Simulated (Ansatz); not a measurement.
TiAl (L1₀ or tetragonal B2, space group No. 123) at seven volumes, DFT-PBE in the program Ansatz with PAW potentials, shape and atoms relaxed at each. One row is withheld.

| V (Å³/atom) | P (GPa) |
|---|---|
| 14.773 | ? |
| 15.260 | 7.94 |
| 15.747 | 3.68 |
| 16.234 | 0.00 |
| 16.721 | -3.17 |
| 17.208 | -5.90 |
| 17.695 | -8.25 |

Problem. Fit the shown pressures and predict the withheld one.

Solution. P = (3/2)B₀(x^(7/2) − x^(5/2))[1 + (3/4)(B′ − 4)(x − 1)] with x = (V₀/V)^(2/3). Least squares on the six rows gives V₀ = 16.234 Å³/atom, B₀ = 114 GPa, B′ = 3.96. At V = 14.773, x = 1.0649 and P = 12.96 GPa. The run itself gave 12.89 GPa.

Space group P4/mmm (L1₀ or tetragonal B2). The PBE relaxation kept the symmetry of its start; phonons on a q-mesh show no instability. No spin polarisation was allowed.

Potentials: the later of the program's two PAW sets.
